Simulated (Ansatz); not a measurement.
Formation energy of VAu (CuPt-type structure)

Computed with Ansatz (plane waves, PAW, 420 eV cutoff): PBEsol, scalar-relativistic, collinear spin, Γ-centred 14×14×14 mesh, 0.05 eV Gaussian smearing. The datasets are Ansatz's generated set soft_2.

This is a trial structure made by placing the elements on a prototype's sites, so it needn't be the stable form.

Symmetry: R-3m, No. 166, trigonal system. The conventional cell has a = 2.761 Å, b = 2.761 Å, c = 13.706 Å, α = 90.00°, β = 90.00°, γ = 120.00°. Around V (site symmetry -3m) lie 6 V at 2.76 Å and 6 Au at 2.79 Å. Au (site symmetry -3m) is surrounded by 6 Au at 2.76 Å and 6 V at 2.79 Å. (Shells end 15 % past the nearest neighbour.)

The elements were computed in their standard states with the same datasets, cutoff and functional. Absolute energies hang on the potentials; compare differences alone.

Energy of the relaxed cell (2 atoms, smearing extrapolated to zero): -15892.055 eV. Elements, in eV/atom: V -2885.290, Au -13007.100.

Task: What is the formation energy?

Result: [-15892.055 − (1 × -2885.290 + 1 × -13007.100)] / 2 = 0.17 eV/atom, or 16 kJ per mole of atoms.

The value is for 0 K, without zero-point energy. A positive value means that this structure is unstable even against the elements at this level.

These numbers lack spin–orbit coupling. The starting moments died out; a magnetic state reached from other starts isn't excluded.
